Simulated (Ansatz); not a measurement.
**VSi: computed property card**

VSi:
```xyz
6
Lattice="5.1067 0.0000 0.0000 -2.5534 4.4225 0.0000 0.0000 0.0000 4.1514" Properties=species:S:1:pos:R:3 pbc="T T T"
V      2.5534     0.0000     0.0000
V      1.2767     2.2113     0.0000
V     -1.2767     2.2113     0.0000
Si     0.0000     0.0000     0.0000
Si     0.0000     2.9484     2.0757
Si     2.5534     1.4742     2.0757
```

Space group P6/mmm (No. 191); conventional cell a = b = 5.1067 Å, c = 4.1514 Å, α = β = 90.00°, γ = 120.00°.

Method: PBE (plane waves, PAW; program Ansatz). Structure relaxed to zero pressure with the same functional. Other levels are named where they apply.

**Cell and energy**

| Quantity | Result |
|---|---|
| Volume per atom | 15.63 Å³ |
| Density | 4.20 g/cm³ |
| Formation energy from the elements (no fitted shifts) | -22 kJ/mol of atoms |

**Electronic structure**

| Item | Value |
|---|---|
| Electronic character | metallic (no gap) |
| Density of states at the Fermi level | 0.78 states/eV per atom (mean over ±0.08 eV) |

**Magnetism**

| Quantity | Value |
|---|---|
| Magnetic order | non-magnetic (starting moments vanished) |

**Mechanics**

| Property | Result |
|---|---|
| Bulk modulus (Birch–Murnaghan fit) | 148 GPa |
| Pressure derivative B′ | 4.2 |

A made-up cell: these elements were put on the sites of a structure type; neither database checked (COD, Materials Project) lists it. Whether it is the stable phase at ambient conditions was not checked. The cell was relaxed with PBE under the symmetry of its start; its stability against distortions is not shown here. The workflow began spin-polarised and lost its moments. The references are the lowest solids computed at this level, not always the standard phases.

Potentials: the later of the program's two PAW sets.
